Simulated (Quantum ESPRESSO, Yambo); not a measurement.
For YO₂H (space group P2_1/m, No. 11), Yambo gives the independent-particle static dielectric constant along x as 4.02 on LDA bands and 3.57 after a scissor of 1.73 eV widens every gap (4×6×4 mesh, 75 bands, 3 Ry local-field block, 0.2 eV broadening). Axes are Cartesian, with cell vectors (Å) (4.30, 0.00, 0.00), (0.00, 3.63, 0.00), (-1.94, 0.00, 5.64).

**Question.** A scissor keeps the position matrix elements. In a one-oscillator model, how does ε − 1 scale, and what mean transition energy do the two values imply?

**Answer.** Each transition adds |r|²/E to ε − 1, so ε − 1 ∝ 1/(E0 + Δ). Then (3.57 − 1)/(4.02 − 1) = E0/(E0 + Δ) = 0.851, and E0 = Δ(ε' − 1)/(ε − ε') = 9.9 eV. The computed Im ε, weighted by 1/E up to 20 eV, has its mean at 9.5 eV; the smallest direct LDA gap is 4.10 eV. The scissor comes from a G0W0 run whose convergence isn't established. Convergence of the RPA response with its 4×6×4 mesh was not tested.

Bands from Quantum ESPRESSO.

Geometry of the Materials Project entry, not relaxed at this level; primitive cell a = 4.301 Å, b = 3.633 Å, c = 5.961 Å, α = γ = 90.00°, β = 109.01°.

The structure is a Materials Project entry; no match was found in the copy of COD used, and its stability was not checked.
